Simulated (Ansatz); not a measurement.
KMgF₃:
```
KMgF3
1.0
    4.05424     0.00000     0.00000
    0.00000     4.05424     0.00000
    0.00000     0.00000     4.05424
K Mg F
1 1 3
Direct
  0.50000   0.50000   0.50000
  0.00000   0.00000   0.00000
  0.50000   0.00000   0.00000
  0.00000   0.50000   0.00000
  0.00000   0.00000   0.50000
```

x, y and z are the axes in which the lattice vectors are written.

### Question
Give the high-frequency dielectric tensor and the Born effective charge tensors of the independent atoms from DFPT, PBE in the plane-wave PAW code Ansatz.

### Answer

ε∞:
```
2.07  0.00  0.00
0.00  2.07  0.00
0.00  0.00  2.07
```
Z* of atom 1 (K), rows: field, columns: displacement, in e:
```
1.18  0.00  0.00
0.00  1.18  0.00
0.00  0.00  1.18
```
Z* of atom 2 (Mg), rows: field, columns: displacement, in e:
```
2.02  0.00  0.00
0.00  2.02  0.00
0.00  0.00  2.02
```
Z* of atom 3 (F), rows: field, columns: displacement, in e:
```
-1.30   0.00   0.00
 0.00  -0.95   0.00
 0.00   0.00  -0.95
```

Static charges for comparison (Bader): K1 +0.88, Mg2 +1.77, F3 -0.88 e. Born charges measure polarisation by displacement and can exceed these by far.

Space group Pm-3m (cubic perovskite). The cell was relaxed with PBE under the symmetry of its start; phonons on a q-mesh show no instability.

Potentials: the later of the program's two PAW sets.
